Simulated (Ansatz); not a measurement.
# MnIr under pressure

The calculation used DFT LDA, scalar-relativistic, plane waves, PAW (Ansatz 0.2.0). Cutoff 420 eV, 16×16×12 k-points (Γ-centred), Fermi-Dirac smearing of 0.15 eV. No spin polarisation. Phonons by linear response, acoustic sum rule imposed.

Equilibrium structure at this level:
```yaml
crystal:
  lattice:
    - [2.60031, 0.00000, 0.00000]
    - [0.00000, 2.60031, 0.00000]
    - [0.00000, 0.00000, 3.57257]
  atoms:
    - { symbol: Mn, position: [0.50000, 0.50000, 0.50000] }
    - { symbol: Ir, position: [0.00000, 0.00000, 0.00000] }
```

In a metal, frequencies and elastic constants depend on the k mesh and the smearing, soft modes and shear constants most. Spin polarisation was left out, and a magnetic state may lie lower. Spin–orbit coupling is left out, which matters for heavy elements.

Question: The cell is relaxed again at 5 and 15 GPa. How do volume, gap and optical modes at Γ (cm⁻¹, counted from the lowest optical one; a degenerate one stands once) change?

Answer:
```csv
,0 GPa,5 GPa,15 GPa
V/V0,1.000,0.987,0.963
gap (eV),0.00,0.00,0.00
mode 1,169,176,189
mode 3,170,182,204
```